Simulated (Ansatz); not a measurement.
Pb: relaxation of cell and atoms

Computed with DFT, PBE, all-electron LAPW, scalar-relativistic (Ansatz 0.2.0).

Command: `ansatz run input.yaml --threads 1 --pin off --max-ram 2048MiB --backend cpu --events-out ev --progress --plain --runs-dir out` The run took 16 s on 1 thread of Arm Neoverse V1, with other jobs on the host, peak memory 0.26 GiB.

```yaml
crystal:
  lattice:
    - [0.0, 2.4500180886, 2.4500180886]
    - [2.4500180886, 0.0, 2.4500180886]
    - [2.4500180886, 2.4500180886, 0.0]
  atoms:
    - { symbol: Pb, position: [0.0, 0.0, 0.0] }
kpoints:
  mp_grid: { grid: [11, 11, 11] }
scf:
  occupations: { method: fermi_dirac, width: 0.05 }
hamiltonian:
  xc: pbe
  pseudopotentials: { kind: all_electron, lapw: { basis_error: 0.001 } }
output:
  forces: true
  stress: true
relax:
  f_tol: 0.005
  max_steps: 80
  cell: {}
```

No spin–orbit coupling, which matters for the heavy atoms here.

The geometry is COD entry 9012004, unchecked; take it as a test cell. The listed cell was then made from it by scaling, straining or moving an atom.

Each frame lists the cell vectors (Å), then Cartesian positions (Å); symmetry keeps all forces zero. Free energies count from the first step, -568066.5748 eV.

The walk took 4 evaluations in all; steps that aren't listed are left out.

Step 1: E = 0.0 meV, P = 3.89 GPa

```
cell 0.0000 2.4500 2.4500 2.4500 0.0000 2.4500 2.4500 2.4500 0.0000
Pb    0.0000    0.0000    0.0000
```

Step 2: E = -27.3 meV, P = -0.26 GPa

```
cell 0.0000 2.5216 2.5216 2.5216 0.0000 2.5216 2.5216 2.5216 0.0000
Pb    0.0000    0.0000    0.0000
```

Task: How does the relaxation end?

Result: It converges, with a = 5.034 Å, b = 5.034 Å, c = 5.034 Å, α = 90.00°, β = 90.00°, γ = 90.00° (conventional cell, space group Fm-3m). The last solve (on a basis chosen afresh for the final cell, so its energy is not quite comparable) gives E = -27.5 meV, P = -0.04 GPa:
```
cell 0.0000 2.5169 2.5169 2.5169 0.0000 2.5169 2.5169 2.5169 0.0000
Pb    0.0000    0.0000    0.0000
```
